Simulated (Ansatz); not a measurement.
# Cs3Tl2Cl9: Coordination and 37Cl quadrupole coupling

Cell: a COD entry, ions relaxed with PBE at fixed cell.

Space group R-3c:H (No. 167); a = 12.7957, c = 18.2975 Å, γ = 120.00°.

```csv
site,Wyckoff,site symmetry,x,y,z
Cs,18e,.2,0.9958,0.6667,0.4167
Tl,12c,3.,0.0000,0.0000,0.8525
Cl11,18e,.2,0.1580,0.0000,0.7500
Cl17,36f,1,0.5078,0.8465,0.5797
```

One atom of each set is listed; the run and its k-mesh use a cell of 28 atoms with edges of 9.58, 9.58, 9.58 Å.

Computed with Ansatz: DFT, PBE, plane waves and PAW, scalar-relativistic, 420 eV cutoff, Γ-centred 3×3×3 k-points, Fermi–Dirac smearing 0.02 eV.

Q(37Cl) = -63.93 mb.

Task: Order the Cl environments from the weakest to the strongest quadrupole coupling.
A. Cl17: 1 Tl at 2.52 Å
B. Cl11: 2 Tl at 2.76 Å, angle 86°

Result: B (15.7 MHz, η = 0.17), A (28.6 MHz, η = 0.08).

At Cl11 V_zz stands upright on the plane of its two bonds (within 1°). At Cl17 V_zz points along its bond to Tl (within 1°). Like point charges on the first shell alone (each adding as 1/d³) would give the same order.

Without spin–orbit coupling the gradients at and beside Tl can be off by some per cent, at some sites by more.
